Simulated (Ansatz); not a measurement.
## Notes on Na₂PdF₆

```xyz
9
Lattice="5.3549 0.0000 0.0000 -2.6775 4.6375 0.0000 0.0000 0.0000 4.3714" Properties=species:S:1:pos:R:3 pbc="T T T"
F    -1.4726    3.9419    1.0491
F     0.0000    1.3913    1.0491
F     1.4726    3.9419    1.0491
F     4.1501    0.6956    3.3223
F     1.2049    0.6956    3.3223
F     2.6775    3.2463    3.3223
Pd    0.0000    0.0000    0.0000
Na    2.6777    1.5457    3.0600
Na   -0.0003    3.0918    1.3114
```

Method: r2SCAN, no spin polarisation; PAW, plane waves to 500 eV, 6×6×6 Γ-centred mesh, cold occupations (width 0.0271 eV) (Ansatz 0.2.0), atoms fixed.

(1) Where is the largest force?

(2) Metal or insulator? Give the gap.

(3) Is it stable against the elements?

(4) Which orbitals make up the band edges?

(5) What does the stress say?

(6) Which element gives electrons and which takes them?

(7) Describe some of the short contacts.

Origin: a known structure type with other elements, at an estimated volume, so it need not be a known compound. Caveats: atoms or cell far from equilibrium.

Answers

(1) The largest is on Na8 (and as large on other atoms): 2.71 eV/Å, components (0.00, 0.00, -2.71). It makes 99° with the line to a nearest neighbour, F4 at 1.72 Å.

(2) The gap is 4.13 eV, indirect (the least direct gap found is 4.14 eV).

(3) -1.28 eV an atom against the elements' usual phases (free molecules for gases, crystals otherwise, with no correction for O₂ or N₂), so it is bound against them; other compounds may still compete. Relaxing would lower it.

(4) Within 0.7 eV of the edges, the states project mainly on Pd d (49 %) and F p (47 %) below the gap and on Pd d (51 %) and F p (40 %) above it.

(5) The pressure is 59.7 GPa (compression positive), so with the atoms held at these fractions the cell would first expand; the forces are large, so a full relaxation may end otherwise. The principal stresses 37.2, 70.9, 70.9 GPa differ, so its shape would change too.

(6) Bader charges in e: Na +0.89, Pd +2.09, F -0.64. In the mean Pd gives up most and F takes most.

(7) F–Na at 1.72 Å: least valence density 0.60 e/Å³ and ELF 0.07 there. F–Pd at 1.74 Å: least valence density 1.35 e/Å³ and ELF 0.23 there. These are pseudo-fields; inside the PAW spheres they differ from the all-electron ones.
